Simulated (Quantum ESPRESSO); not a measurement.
# Ga7MgP7S: finding a planted mistake in a log

Computed values, not a measurement. The program is pw.x of Quantum ESPRESSO 7.5 (plane-wave density functional theory). The cell is made up: 16 atoms on a doubled zincblende/diamond lattice, with randomly drawn elements, strain and displacements, not relaxed. PseudoDojo standard norm-conserving files (v0.5 for PBE, v0.4.1 for LDA and PBEsol) set the functional; there is no spin polarisation, spin-orbit coupling or dispersion term, and the masses in the input are unused placeholders.

Intended input:

```
&control calculation='scf', pseudo_dir='./dojo.nc.sr.pbe.v0_5.standard.upf', outdir='./o', disk_io='medium', tprnfor=.true., tstress=.true. /
&system ibrav=0, nat=16, ntyp=4, nbnd=77, ecutwfc=84.00895049, nosym=.true., tot_charge=0,
 occupations='smearing', smearing='fd', degauss=0.0018374661
/
&electrons conv_thr=7.350e-09, electron_maxstep=60, /
ATOMIC_SPECIES
Ga 1.0 Ga.upf
Mg 1.0 Mg.upf
P 1.0 P.upf
S 1.0 S.upf
CELL_PARAMETERS angstrom
5.5294 -0.0142 0.0201
-0.0142 5.4571 0.0707
0.0403 0.1413 11.0559
ATOMIC_POSITIONS angstrom
Ga -0.0 0.0598 0.0839
Ga 0.0371 2.755 2.599
Ga 3.0327 0.0213 2.8815
Mg 2.7188 2.7311 -0.0306
Ga 0.0638 0.0799 5.567
Ga 0.0345 2.8528 8.2095
Ga 2.739 0.1166 8.3419
Ga 2.8051 2.5889 5.5899
P 1.4543 1.3356 1.338
P 1.5199 4.2191 4.2695
P 4.0723 1.24 4.154
S 4.131 4.0792 1.4385
P 1.458 1.4381 6.9571
P 1.3979 4.1681 9.8969
P 4.1586 1.4269 9.7345
P 4.2666 4.1978 6.9457
K_POINTS automatic
4 4 2 1 1 1
```

The log is shortened where brackets say so; the opening notice, blank lines, dates and the lines on written files are dropped, and the path of the files is cut. It prints rydbergs, bohrs and kilobars, and counts compression as positive stress. Where no state is partly filled, the Fermi energy that it prints is only some level between the filled and the empty states on the mesh, and need not lie in the true gap.

Log of the intended run:

```
     Program PWSCF v.7.5
     Parallel version (MPI & OpenMP), running on       1 processor cores
     Number of MPI processes:                 1
     Threads/MPI process:                     1
     [start-up lines left out]
     bravais-lattice index     =            0
     lattice parameter (alat)  =      10.4492  a.u.
     unit-cell volume          =    2250.8676 (a.u.)^3
     number of atoms/cell      =           16
     number of atomic types    =            4
     number of electrons       =       142.00
     number of Kohn-Sham states=           77
     kinetic-energy cutoff     =      84.0090  Ry
     charge density cutoff     =     336.0358  Ry
     scf convergence threshold =      7.3E-09
     mixing beta               =       0.7000
     number of iterations used =            8  plain     mixing
     Exchange-correlation= PBE
                           (   1   4   3   4   0   0   0)
     [axes and pseudopotential details left out]
   Cartesian axes
     site n.     atom                  positions (alat units)
         1        Ga     tau(   1) = (  -0.0000000   0.0108148   0.0151733  )
         2        Ga     tau(   2) = (   0.0067095   0.4982408   0.4700283  )
         3        Ga     tau(   3) = (   0.5484628   0.0038521   0.5211183  )
         4        Mg     tau(   4) = (   0.4916940   0.4939185  -0.0055340  )
         5        Ga     tau(   5) = (   0.0115382   0.0144499   1.0067900  )
         6        Ga     tau(   6) = (   0.0062393   0.5159279   1.4846853  )
         7        Ga     tau(   7) = (   0.4953472   0.0210871   1.5086298  )
         8        Ga     tau(   8) = (   0.5073014   0.4682017   1.0109315  )
         9        P      tau(   9) = (   0.2630097   0.2415428   0.2419768  )
        10        P      tau(  10) = (   0.2748734   0.7630228   0.7721376  )
        11        P      tau(  11) = (   0.7364741   0.2242536   0.7512495  )
        12        S      tau(  12) = (   0.7470899   0.7377219   0.2601522  )
        13        P      tau(  13) = (   0.2636788   0.2600799   1.2581892  )
        14        P      tau(  14) = (   0.2528097   0.7537995   1.7898510  )
        15        P      tau(  15) = (   0.7520814   0.2580544   1.7604810  )
        16        P      tau(  16) = (   0.7716131   0.7591707   1.2561275  )
     number of k points=    16  Fermi-Dirac smearing, width (Ry)=  0.0018
                       cart. coord. in units 2pi/alat
        k(    1) = (   0.1248762   0.1253891   0.1229763), wk =   0.1250000
        k(    2) = (   0.1257937   0.1286318  -0.1271365), wk =   0.1250000
     [further k points left out]
     Dense  grid:   234141 G-vectors     FFT dimensions: (  64,  64, 125)
     Estimated max dynamical RAM per process >     457.34 MB
     Initial potential from superposition of free atoms
     starting charge     141.9795, renormalised to     142.0000
     Starting wfcs are  100 randomized atomic wfcs
     total cpu time spent up to now is       34.3 secs
     per-process dynamical memory:   276.8 Mb
     Self-consistent Calculation
     iteration #  1     ecut=    84.01 Ry     beta= 0.70
     Davidson diagonalization with overlap
     ethr =  1.00E-02,  avg # of iterations =  3.8
     Threshold (ethr) on eigenvalues was too large:
     Diagonalizing with lowered threshold
     Davidson diagonalization with overlap
     ethr =  5.40E-04,  avg # of iterations =  2.0
     total cpu time spent up to now is      217.6 secs
     total energy              =   -1308.47205243 Ry
     estimated scf accuracy    <       0.77544179 Ry
     iteration #  2     ecut=    84.01 Ry     beta= 0.70
     Davidson diagonalization with overlap
     ethr =  5.46E-04,  avg # of iterations =  6.8
     total cpu time spent up to now is      331.8 secs
     total energy              =   -1308.53470298 Ry
     estimated scf accuracy    <       0.65566020 Ry
     [iterations 3 to 11 left out]
     iteration # 12     ecut=    84.01 Ry     beta= 0.70
     Davidson diagonalization with overlap
     ethr =  2.89E-10,  avg # of iterations =  2.0
     total cpu time spent up to now is     1209.6 secs
     total energy              =   -1308.73463313 Ry
     estimated scf accuracy    <       0.00000006 Ry
     iteration # 13     ecut=    84.01 Ry     beta= 0.70
     Davidson diagonalization with overlap
     ethr =  4.38E-11,  avg # of iterations =  4.0
     total cpu time spent up to now is     1269.1 secs
     End of self-consistent calculation
     [lines on levels left out]
     the Fermi energy is     7.7340 ev
!    total energy              =   -1308.73463314 Ry
     estimated scf accuracy    <          1.9E-09 Ry
     smearing contrib. (-TS)   =      -0.00000000 Ry
     internal energy E=F+TS    =   -1308.73463314 Ry
     The total energy is F=E-TS. E is the sum of the following terms:
     one-electron contribution =    -653.74497649 Ry
     hartree contribution      =     422.79924217 Ry
     xc contribution           =    -344.32254801 Ry
     ewald contribution        =    -733.46635080 Ry
     convergence has been achieved in  13 iterations
     Forces acting on atoms (cartesian axes, Ry/au):
     atom    1 type  1   force =     0.01800279   -0.00521476   -0.05176645
     atom    2 type  1   force =     0.03509021   -0.02097385    0.07259546
     atom    3 type  1   force =    -0.13675902   -0.07609552   -0.09555125
     atom    4 type  2   force =     0.06364940   -0.02851339    0.02196830
     atom    5 type  1   force =     0.02603650    0.00701189   -0.02312895
     atom    6 type  1   force =     0.01522451   -0.00997591    0.07057377
     atom    7 type  1   force =     0.02034561   -0.03529118    0.02988564
     atom    8 type  1   force =     0.01664519    0.06987507   -0.01763757
     atom    9 type  3   force =    -0.01447786   -0.03097328    0.06494045
     atom   10 type  3   force =    -0.02647310   -0.05171153   -0.02589125
     atom   11 type  3   force =     0.13575952    0.13213758    0.07115599
     atom   12 type  4   force =     0.00064455    0.01335239    0.00987590
     atom   13 type  3   force =    -0.03710450   -0.00837020    0.00495710
     atom   14 type  3   force =    -0.07885019    0.06833142   -0.09609161
     atom   15 type  3   force =     0.03063770    0.00145452   -0.03721024
     atom   16 type  3   force =    -0.06837131   -0.02504325    0.00132473
     Total force =     0.378711     Total SCF correction =     0.000196
     Computing stress (Cartesian axis) and pressure
          total   stress  (Ry/bohr**3)                   (kbar)     P=       36.36
   0.00022905   0.00001003   0.00004738           33.69        1.47        6.97
   0.00001003   0.00031674  -0.00010722            1.47       46.59      -15.77
   0.00004738  -0.00010722   0.00019565            6.97      -15.77       28.78
     init_run     :     32.06s CPU     34.24s WALL (       1 calls)
     electrons    :   1194.88s CPU   1234.79s WALL (       1 calls)
     forces       :     11.52s CPU     11.71s WALL (       1 calls)
     stress       :     46.70s CPU     48.22s WALL (       1 calls)
     [timing details left out]
     PWSCF        :  21m25.47s CPU  22m10.41s WALL
     JOB DONE.
```

A second run was made from an input with one planted mistake. Its log:

```
     Program PWSCF v.7.5
     Parallel version (MPI & OpenMP), running on       4 processor cores
     Number of MPI processes:                 4
     Threads/MPI process:                     1
     [start-up lines left out]
     bravais-lattice index     =            0
     lattice parameter (alat)  =      10.4492  a.u.
     unit-cell volume          =    2250.8676 (a.u.)^3
     number of atoms/cell      =           16
     number of atomic types    =            4
     number of electrons       =       142.00
     number of Kohn-Sham states=           95
     kinetic-energy cutoff     =      84.0090  Ry
     charge density cutoff     =     336.0358  Ry
     scf convergence threshold =      7.3E-09
     mixing beta               =       0.7000
     number of iterations used =            8  plain     mixing
     Exchange-correlation= PBE
                           (   1   4   3   4   0   0   0)
     [axes and pseudopotential details left out]
   Cartesian axes
     site n.     atom                  positions (alat units)
         1        Ga     tau(   1) = (  -0.0000000   0.0108148   0.0151733  )
         2        Ga     tau(   2) = (   0.0067095   0.4982408   0.4700283  )
         3        Ga     tau(   3) = (   0.5484628   0.0038521   0.5211183  )
         4        Mg     tau(   4) = (   0.4916940   0.4939185  -0.0055340  )
         5        Ga     tau(   5) = (   0.0115382   0.0144499   1.0067900  )
         6        Ga     tau(   6) = (   0.0062393   0.5159279   1.4846853  )
         7        Ga     tau(   7) = (   0.4953472   0.0210871   1.5086298  )
         8        Ga     tau(   8) = (   0.5073014   0.4682017   1.0109315  )
         9        P      tau(   9) = (   0.2630097   0.2415428   0.2419768  )
        10        P      tau(  10) = (   0.2748734   0.7630228   0.7721376  )
        11        P      tau(  11) = (   0.7364741   0.2242536   0.7512495  )
        12        S      tau(  12) = (   0.7470899   0.7377219   0.2601522  )
        13        P      tau(  13) = (   0.2636788   0.2600799   1.2581892  )
        14        P      tau(  14) = (   0.2528097   0.7537995   1.7898510  )
        15        P      tau(  15) = (   0.7520814   0.2580544   1.7604810  )
        16        P      tau(  16) = (   0.7716131   0.7591707   1.2561275  )
     number of k points=    16  Fermi-Dirac smearing, width (Ry)=  0.0309
                       cart. coord. in units 2pi/alat
        k(    1) = (   0.1248762   0.1253891   0.1229763), wk =   0.1250000
        k(    2) = (   0.1257937   0.1286318  -0.1271365), wk =   0.1250000
     [further k points left out]
     Dense  grid:   234141 G-vectors     FFT dimensions: (  64,  64, 125)
     Estimated max dynamical RAM per process >     667.88 MB
     Estimated total dynamical RAM >       2.44 GB
     Initial potential from superposition of free atoms
     starting charge     141.9795, renormalised to     142.0000
     Starting wfcs are  100 randomized atomic wfcs
     total cpu time spent up to now is       15.0 secs
     per-process dynamical memory:   451.5 Mb
     Self-consistent Calculation
     iteration #  1     ecut=    84.01 Ry     beta= 0.70
     Davidson diagonalization with overlap
     ethr =  1.00E-02,  avg # of iterations =  5.4
     Threshold (ethr) on eigenvalues was too large:
     Diagonalizing with lowered threshold
     Davidson diagonalization with overlap
     ethr =  5.17E-04,  avg # of iterations =  4.0
     total cpu time spent up to now is      100.7 secs
     total energy              =   -1308.51474927 Ry
     estimated scf accuracy    <       0.74358934 Ry
     iteration #  2     ecut=    84.01 Ry     beta= 0.70
     Davidson diagonalization with overlap
     ethr =  5.24E-04,  avg # of iterations =  5.4
     total cpu time spent up to now is      141.5 secs
     total energy              =   -1308.40479244 Ry
     estimated scf accuracy    <       1.10425365 Ry
     [iterations 3 to 10 left out]
     iteration # 11     ecut=    84.01 Ry     beta= 0.70
     Davidson diagonalization with overlap
     ethr =  2.61E-10,  avg # of iterations =  3.1
     total cpu time spent up to now is      460.2 secs
     total energy              =   -1308.75753792 Ry
     estimated scf accuracy    <       0.00000003 Ry
     iteration # 12     ecut=    84.01 Ry     beta= 0.70
     Davidson diagonalization with overlap
     ethr =  2.06E-11,  avg # of iterations =  4.0
     total cpu time spent up to now is      490.1 secs
     End of self-consistent calculation
     [lines on levels left out]
     the Fermi energy is     7.6728 ev
!    total energy              =   -1308.75753793 Ry
     estimated scf accuracy    <          6.9E-09 Ry
     smearing contrib. (-TS)   =      -0.09064783 Ry
     internal energy E=F+TS    =   -1308.66689010 Ry
     The total energy is F=E-TS. E is the sum of the following terms:
     one-electron contribution =    -653.68706804 Ry
     hartree contribution      =     422.78265438 Ry
     xc contribution           =    -344.29612563 Ry
     ewald contribution        =    -733.46635080 Ry
     convergence has been achieved in  12 iterations
     Forces acting on atoms (cartesian axes, Ry/au):
     atom    1 type  1   force =     0.01584558   -0.00472367   -0.04501094
     atom    2 type  1   force =     0.03303445   -0.02075522    0.06949902
     atom    3 type  1   force =    -0.13236221   -0.07471461   -0.09627298
     atom    4 type  2   force =     0.06540068   -0.02763333    0.02634178
     atom    5 type  1   force =     0.02517110    0.00788785   -0.02417180
     atom    6 type  1   force =     0.01466012   -0.01007653    0.06522171
     atom    7 type  1   force =     0.02106624   -0.03449525    0.02514651
     atom    8 type  1   force =     0.01839171    0.06761811   -0.01910511
     atom    9 type  3   force =    -0.01368687   -0.03275037    0.06344179
     atom   10 type  3   force =    -0.02508870   -0.04863389   -0.02272188
     atom   11 type  3   force =     0.13197906    0.12896790    0.07345763
     atom   12 type  4   force =    -0.00079162    0.01307855    0.00606835
     atom   13 type  3   force =    -0.03744272   -0.00895959    0.00664894
     atom   14 type  3   force =    -0.07980814    0.06844084   -0.09502147
     atom   15 type  3   force =     0.03108225   -0.00057136   -0.03675705
     atom   16 type  3   force =    -0.06745094   -0.02267945    0.00323550
     Total force =     0.370946     Total SCF correction =     0.000372
     Computing stress (Cartesian axis) and pressure
          total   stress  (Ry/bohr**3)                   (kbar)     P=       39.90
   0.00025468   0.00000494   0.00005306           37.46        0.73        7.81
   0.00000494   0.00033249  -0.00009929            0.73       48.91      -14.61
   0.00005306  -0.00009929   0.00022644            7.81      -14.61       33.31
     init_run     :     14.25s CPU     14.87s WALL (       1 calls)
     electrons    :    464.13s CPU    475.09s WALL (       1 calls)
     forces       :      4.55s CPU      4.79s WALL (       1 calls)
     stress       :     14.10s CPU     14.60s WALL (       1 calls)
     [timing details left out]
     PWSCF        :   8m17.28s CPU   8m29.82s WALL
     JOB DONE.
```

Question: what was wrong in the second input?

Answer: the smearing is too wide. The input lines that differ, file-writing options aside:

```
- &system ibrav=0, nat=16, ntyp=4, nbnd=77, ecutwfc=84.00895049, nosym=.true., tot_charge=0,
+ &system ibrav=0, nat=16, ntyp=4, nbnd=95, ecutwfc=84.00895049, nosym=.true., tot_charge=0,
-  occupations='smearing', smearing='fd', degauss=0.0018374661
+  occupations='smearing', smearing='fd', degauss=0.0308694306
```

|  | intended run | run with the mistake |
| --- | --- | --- |
| free energy (eV) | -17806.242 | -17806.553 |
| smearing term -TS (eV) | 0.0000 | -1.2333 |
| pressure (GPa) | 3.64 | 3.99 |
| largest force component (eV/Å) | 3.516 | 3.403 |
| largest change of a force component (eV/Å) |  | 0.174 |
| iterations | 13 | 12 |

For scale, a rerun of the intended cell at a cutoff of 1437 eV and k mesh 6 x 6 x 4 moved values by no more than 0.017 eV in energy, 0.02 GPa in stress and 0.005 eV/Å in force. The number of bands, nbnd, was set by rule from the electron count and the smearing, so it follows the mistake.